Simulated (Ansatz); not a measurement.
VIr3: computed property card

VIr$_{3}$:
```
VIr3
1.0
    3.80948     0.00000     0.00000
    0.00000     3.80948     0.00000
    0.00000     0.00000     3.80948
V Ir
1 3
Direct
  0.00000   0.00000   0.00000
  0.00000   0.50000   0.50000
  0.50000   0.00000   0.50000
  0.50000   0.50000   0.00000
```

Space group Pm-3m (No. 221), Cu3Au type; conventional cell a = b = c = 3.809 Å, α = β = γ = 90.00°.

Method: r²SCAN in the plane-wave PAW code Ansatz. Structure relaxed to zero pressure with the same functional. Other levels are named where they apply.

Cell and energy:

```
Item                                                          Result
-----------------------------------------------------  -------------
Volume per atom                                             13.82 Å³
Density                                                  18.85 g/cm³
Formation energy from the elements (no fitted shifts)  -0.53 eV/atom
```

Electronic structure:

```
Item                                                                         Value
------------------------------------  --------------------------------------------
Electronic character                                             metallic (no gap)
Density of states at the Fermi level  0.44 states/eV per atom (mean over ±0.08 eV)
Gap with spin–orbit coupling                                       none (metallic)
```

Magnetism:

```
Property                                           Value
--------------  ----------------------------------------
Magnetic order  non-magnetic (starting moments vanished)
```

Mechanics:

```
Property                              Value
----------------------------------  -------
Bulk modulus (Birch–Murnaghan fit)  347 GPa
Pressure derivative B′                  4.8
```

Charges:

```
Quantity                     Value
-------------  -------------------
Bader charges  V +1.41, Ir -0.47 e
```

The workflow started from an entry of the Crystallography Open Database (COD). Whether it is the stable phase at ambient conditions was not checked. Symmetry was held in the r²SCAN relaxation; its stability against distortions is not shown here. The workflow began spin-polarised and lost its moments. The references are the lowest solids computed at this level, not always the standard phases. Spin–orbit coupling is left out wherever it is not named.

Potentials: the later of the program's two PAW sets.
